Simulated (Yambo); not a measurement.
CdSe (zinc blende, space group F-43m, No. 216), G0W0@LDA in Yambo (4×4×4 mesh, plasmon pole; 8 Ry block, no terminator). The number N of bands in W and G is varied.

```json
[
 {"N": "45", "x = 1/N": "0.02222", "gap Γ → Γ (eV)": "1.786", "shift of the valence edge (eV)": "-0.528"},
 {"N": "65", "x = 1/N": "0.01538", "gap Γ → Γ (eV)": "1.760", "shift of the valence edge (eV)": "-0.704"},
 {"N": "89", "x = 1/N": "0.01124", "gap Γ → Γ (eV)": "1.766", "shift of the valence edge (eV)": "-0.826"},
 {"N": "113", "x = 1/N": "0.00885", "gap Γ → Γ (eV)": "?", "shift of the valence edge (eV)": "?"}
]
```

Question: Basis-set arguments suggest E = E∞ + A x. Fix A and E∞ from the two rows above the withheld one, predict the row at 113 bands, and test the form.

Answer: Gap: A = (1.766 − (1.760))/(0.01124 − 0.01538) = -1.45, E∞ = 1.782 eV, so 1.769 eV is predicted; the run gave 1.781 eV (miss 12 meV). The first two rows have slope 3.80, so the form doesn't hold yet over the whole range. Shift: A = (-0.826 − (-0.704))/(0.01124 − 0.01538) = 29.5, E∞ = -1.157 eV, so -0.896 eV is predicted; the run gave -0.905 eV (miss 9 meV). The first two rows have slope 25.7, within 15 % of that. The other settings are held fixed.

The standard potential for Se keeps a d shell in the valence without the s and p states of that shell. In tests on such compounds this moved G0W0 gaps by up to about 0.9 eV, so absolute quasiparticle energies here are unreliable; differences between settings are what counts.

Spin-orbit coupling is not included.

Geometry relaxed with LDA; primitive cell a = b = c = 4.2498 Å, α = β = γ = 60.00°.

A shift is the quasiparticle energy of the state minus its LDA energy.
